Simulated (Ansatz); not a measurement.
CdWO$_{4}$:
```
CdWO4
1.0
    5.01290     0.00000     0.00000
    0.00000     5.89668     0.00000
   -0.10393     0.00000     5.05619
Cd W O
2 2 8
Cartesian
  2.42850   4.07106   3.79214
  2.48047   1.82562   1.26405
 -0.07795   1.04014   3.79214
 -0.02598   4.85654   1.26405
  3.99773   0.56732   0.26920
  0.91124   5.32936   4.78699
  0.96320   0.56732   2.25890
  3.94576   5.32936   2.79729
  3.72721   2.17512   3.11087
  1.18176   3.72156   1.94532
  1.12979   2.17512   4.47341
  3.77918   3.72156   0.58277
```

x, y and z are the axes in which the lattice vectors are written.

**Question.** Give the high-frequency dielectric tensor and the Born effective charge tensors of the independent atoms from DFPT, PBEsol in the plane-wave PAW code Ansatz.

**Answer.** 
ε∞:
```
5.10  0.00  0.08
0.00  4.81  0.00
0.08  0.00  5.36
```
Z* of atom 1 (Cd), rows: field, columns: displacement, in e:
```
 3.43   0.00   0.06
 0.00   2.68   0.00
-0.01   0.00   2.64
```
Z* of atom 3 (W), rows: field, columns: displacement, in e:
```
5.23  0.00  0.05
0.00  5.72  0.00
0.31  0.00  7.16
```
Z* of atom 5 (O), rows: field, columns: displacement, in e:
```
-1.94   0.34   0.73
 0.31  -1.89   0.77
 0.87   1.02  -3.19
```
Z* of atom 9 (O), rows: field, columns: displacement, in e:
```
-2.39   1.23  -0.79
 1.41  -2.31   0.61
-1.02   0.55  -1.72
```

Space group P2/c. The workflow started from a Materials Project entry (that database holds measured and hypothetical structures alike); the Crystallography Open Database files this formula in space group No. 13, but the cells were not matched. Whether it is the stable phase at ambient conditions was not checked. The PBEsol relaxation kept the symmetry of its start; its stability against distortions is not shown here. No spin polarisation was allowed. No Hubbard U is applied. Scalar-relativistic: spin–orbit coupling is off unless named, which matters more the heavier the elements.

Potentials: the later of the program's two PAW sets.
